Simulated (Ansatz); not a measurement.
# Notes on Cs$_{2}$Ge$_{3}$

```
CELL_PARAMETERS angstrom
-5.03259 0.00000 4.76309
5.03259 0.00000 4.76309
0.00000 7.56957 4.76309
ATOMIC_POSITIONS crystal
Cs 0.75000 0.25000 0.50000
Cs 0.25000 0.75000 0.50000
Ge 0.12460 0.12460 0.14240
Ge 0.26700 0.26700 0.85760
Ge 0.87540 0.87540 0.85760
Ge 0.73300 0.73300 0.14240
Ge 0.85650 0.85650 0.28700
Ge 0.14350 0.14350 0.71300
Cs 0.71227 0.28773 0.00000
Cs 0.28773 0.71227 0.00000
```

Single point in Ansatz 0.2.0 with PBE, no spin polarisation. Cutoff 420 eV, PAW datasets, 6×6×6 Γ-centred k mesh, fermi-dirac filling (width 0.1 eV).

(1) What is the formation energy?

(2) What does the stress say?

(3) Metal or insulator?

(4) Where is the largest force?

Origin: a known structure type with other elements, at an estimated volume, so it need not be a known compound. Caveats: atoms or cell far from equilibrium.

Answers

(1) 0.31 eV an atom against the elements' usual phases (free molecules for gases, crystals otherwise, with no correction for O₂ or N₂), so at this geometry it isn't bound against them. Relaxing would lower it.

(2) The pressure is 8.8 GPa (compression positive), so with the atoms held at these fractions the cell would first expand; the forces are large, so a full relaxation may end otherwise. The principal stresses 3.3, 11.4, 11.7 GPa differ, so its shape would change too.

(3) It is a metal, with about 7.9 states/eV a cell as the mean within 0.25 eV of the Fermi level, mostly Ge p (79 %).

(4) The largest is on Ge7 (and as large on other atoms): 3.25 eV/Å, components (0.00, 3.25, 0.00). It makes 120° with the line to a nearest neighbour, Ge3 at 2.16 Å.
